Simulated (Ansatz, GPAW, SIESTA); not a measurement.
**GaGe3: 3 runs at one level of theory**

```xyz
4
Lattice="0.0000 3.3872 3.3872 3.3872 0.0000 3.3872 3.3872 3.3872 0.0000" Properties=species:S:1:pos:R:3 pbc="T T T"
Ge    3.3872    3.3872    3.3872
Ge    5.0808    5.0808    5.0808
Ge    1.6936    1.6936    1.6936
Ga    0.0000    0.0000    0.0000
```

The cell comes from a database or a generator and needn't be the stable form of this composition.

Alike in all runs: task band structure; functional PBE; k mesh 7 × 7 × 7; occupations fermi-dirac, width 0.05 eV; no spin polarisation; no spin-orbit coupling. Pressure is positive in compression and, in plane waves, holds the error of the finite cutoff.

```csv
program and potentials,plane-wave cutoff (eV),notes,pressure (GPa)
"SIESTA, files PseudoDojo sr-pbe-0.4.1-standard, DZP (energy shift 0.003 Ry; two zetas on semicore shells)",-,atomic basis; 13.75 valence electrons an atom on average,1.17
"Ansatz, all-electron LAPW, scalar-relativistic",-,-,-0.48
"GPAW, GPAW PAW data sets (gpaw-data 1.2.1)",600,3.75 valence electrons an atom on average,?
```

Question: Estimate from the other rows what the run with GPAW, GPAW PAW data sets (gpaw-data 1.2.1) gave.

Answer: Pressure -0.77 GPa. The other rows, which needn't bracket it: pressure -0.48 to 1.17.
